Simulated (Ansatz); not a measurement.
BaCd$_{2}$P$_{2}$:
```yaml
crystal:
  lattice:
    - [4.42313, 0.00000, 0.00000]
    - [-2.21157, 3.83054, 0.00000]
    - [0.00000, 0.00000, 7.59962]
  atoms:
    - { symbol: Ba, position: [0.00000, 0.00000, 0.00000] }
    - { symbol: Cd, position: [0.66667, 0.33333, 0.36931] }
    - { symbol: Cd, position: [0.33333, 0.66667, 0.63069] }
    - { symbol: P, position: [0.66667, 0.33333, 0.73244] }
    - { symbol: P, position: [0.33333, 0.66667, 0.26756] }
```

The program Ansatz at the r²SCAN level (PAW) gives a gap of 1.12 eV without spin–orbit coupling, maximum at Γ, minimum at A.

Task: What happens when spin–orbit coupling is switched on?

Result: The gap decreases by 0.02 eV, to 1.10 eV; maximum at Γ, minimum at A.

Task: Give the electron effective mass with spin–orbit coupling.

Result: 0.12, 0.12, 2.8 mₑ (principal values).

Task: Give the hole effective mass with spin–orbit coupling.

Result: 0.16, 0.16, 0.65 mₑ (principal values).

Space group P-3m1. The workflow started from a Materials Project entry (that database holds measured and hypothetical structures alike); the Crystallography Open Database copy checked does not list it. Whether it is the stable phase at ambient conditions was not checked. Symmetry was held in the r²SCAN relaxation; whether a distortion lowers the energy is not shown.

Potentials: the later of the program's two PAW sets.
